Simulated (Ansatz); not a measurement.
Geometry optimisation in Ansatz: input, command and trajectory.

```yaml
crystal:
  lattice:
    - [0.0, 2.6782798293, 2.6782798293]
    - [1.6236889725, 0.0, 2.6782798293]
    - [1.6236889725, 2.6782798293, 0.0]
  atoms:
    - { symbol: H, position: [0.0, 0.0, 0.0] }
    - { symbol: Br, position: [0.5, 0.5, 0.5] }
basis:
  ecutwfc: 420
kpoints:
  mp_grid: { grid: [16, 16, 16] }
hamiltonian:
  xc: pbesol
scf:
  occupations: { method: gaussian, width: 0.1 }
output:
  forces: true
  stress: true
  eigenvalues: true
relax:
  adjacent_minimum: "off"
  f_tol: 0.008
  max_steps: 50
  cell: { stress_tol: 0.08, p_target: 30.0 }
```

```bash
ansatz run input.yaml --threads 1 --pin off --max-ram 2560MiB --backend cpu --events-out ev --progress --plain --runs-dir out
```

Theory: Ansatz, DFT PBEsol, scalar-relativistic, plane waves, PAW.

Of 7 frames 7 are shown, positions in Å and forces in eV/Å; the SCF threshold varies from step to step. Steps run on the plane waves of an earlier cell, with a Pulay correction in the pressure. The basis is chosen afresh for the last frame, the zero of the energies, and at times for earlier ones too; energy and pressure can step there, also at an unchanged geometry. Where two frames share a geometry here, they differ by under 2 meV/atom and 0.3 GPa. The relaxation lowers the enthalpy F + PV at the target pressure, so the free energy itself can rise.

```xyz
2
Lattice="0.0000 2.6783 2.6783 1.6237 0.0000 2.6783 1.6237 2.6783 0.0000" Properties=species:S:1:pos:R:3:forces:R:3 pbc="T T T" step=1 free_energy_over_end_meV_per_atom=-131.33 pressure_GPa=24.41
H     0.0000    0.0000    0.0000    0.0000    0.0000    0.0000
Br    1.6237    2.6783    2.6783    0.0000    0.0000    0.0000
2
Lattice="0.0000 2.5477 2.5477 1.6274 0.0000 2.5477 1.6274 2.5477 0.0000" Properties=species:S:1:pos:R:3:forces:R:3 pbc="T T T" step=2 free_energy_over_end_meV_per_atom=43.68 pressure_GPa=34.98
H     0.0000    0.0000    0.0000    0.0000    0.0000    0.0000
Br    1.6274    2.5477    2.5477    0.0000    0.0000    0.0000
2
Lattice="0.0000 2.5650 2.5650 1.6399 0.0000 2.5650 1.6399 2.5650 0.0000" Properties=species:S:1:pos:R:3:forces:R:3 pbc="T T T" step=3 free_energy_over_end_meV_per_atom=-3.15 pressure_GPa=31.36
H     0.0000    0.0000    0.0000    0.0000    0.0000    0.0000
Br    1.6399    2.5650    2.5650    0.0000    0.0000    0.0000
2
Lattice="0.0000 2.5567 2.5567 1.6543 0.0000 2.5567 1.6543 2.5567 0.0000" Properties=species:S:1:pos:R:3:forces:R:3 pbc="T T T" step=4 free_energy_over_end_meV_per_atom=-9.41 pressure_GPa=30.04
H     0.0000    0.0000    0.0000    0.0000    0.0000    0.0000
Br    1.6543    2.5567    2.5567    0.0000    0.0000    0.0000
2
Lattice="0.0000 2.5466 2.5466 1.6616 0.0000 2.5466 1.6616 2.5466 0.0000" Properties=species:S:1:pos:R:3:forces:R:3 pbc="T T T" step=5 free_energy_over_end_meV_per_atom=-2.66 pressure_GPa=29.95
H     0.0000    0.0000    0.0000    0.0000    0.0000    0.0000
Br    1.6616    2.5466    2.5466    0.0000    0.0000    0.0000
2
Lattice="0.0000 2.5442 2.5442 1.6628 0.0000 2.5442 1.6628 2.5442 0.0000" Properties=species:S:1:pos:R:3:forces:R:3 pbc="T T T" step=6 free_energy_over_end_meV_per_atom=-0.47 pressure_GPa=30.00
H     0.0000    0.0000    0.0000    0.0000    0.0000    0.0000
Br    1.6628    2.5442    2.5442    0.0000    0.0000    0.0000
2
Lattice="0.0000 2.5442 2.5442 1.6628 0.0000 2.5442 1.6628 2.5442 0.0000" Properties=species:S:1:pos:R:3:forces:R:3 pbc="T T T" step=7 free_energy_over_end_meV_per_atom=0.00 pressure_GPa=29.99
H     0.0000    0.0000    0.0000    0.0000    0.0000    0.0000
Br    1.6628    2.5442    2.5442    0.0000    0.0000    0.0000
```

The run took 55 s on 1 thread of Arm Neoverse N1 (shared host), peak memory 0.36 GiB.